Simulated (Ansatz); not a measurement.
Trial structure of Sn2SeS3, not yet relaxed:

```
Sn Se S
1.0
    -2.90877    2.90877    4.64243
     2.90877   -2.90877    4.64243
     2.90877    2.90877   -4.64243
Sn Se S
2 1 3
Cartesian
  0.0000 2.9088 0.0000
  2.9088 0.0000 0.0000
  0.0000 0.0000 4.6424
  0.0000 0.0000 7.3214
  0.0000 0.0000 1.9635
  0.0000 0.0000 0.0000
```

Computed with Ansatz 0.2.0, DFT PBE, scalar-relativistic, plane waves, PAW. Cutoff 420 eV; k points 4×4×4 on the computed 6-atom cell (Γ-centred); Gaussian smearing, width 0.10 eV; no spin polarisation.

The zero of energy is the elements' standard structures at the same level; no fitted shifts are applied. The references include grey tin.

Question: What does a single point on this coarse mesh give?

Answer: The pressure is 5.6 GPa (the mean over three directions, positive in compression), the largest force is 4.42 eV/Å, and the energy is +0.45 eV/atom against the elements. The shortest distance is 1.96 Å.

Question: How much does it gain on relaxing, and where does it end?

Answer: Relaxing gains about 0.24 eV/atom (the start's value is from the coarse mesh, so the gain is rough) in 10 ionic steps and ends at +0.21 eV/atom on the finer mesh. The symmetry stays I4/mmm (No. 139). The volume per atom grows by 3.1 %, from 26.2 to 27.0 Å³. The shortest distance goes from 1.96 Å (S–S) to 2.35 Å (S–S). Conventional cell: a = 5.776 Å, c = 9.716 Å. Around Sn lie 2 S at 2.89 Å and 2 Se at 2.89 Å; Se is surrounded by 2 S at 2.50 Å and 4 Sn at 2.89 Å; S on a site of symmetry 4mm is surrounded by 1 S at 2.35 Å and 1 Se at 2.50 Å; 1 more site not described.

The last run used a 10×10×10 mesh for its 6-atom cell and Gaussian smearing of 0.10 eV. The reference forms of S and Se are held partly by dispersion forces, which this level lacks. The relaxation can't lower the symmetry of the start. A structure relaxed within its symmetry needn't be a true minimum. Another cell of Sn2SeS3 relaxed alike, in P-4m2, lies 0.35 eV/atom lower, so this cell isn't the stable form at this level.
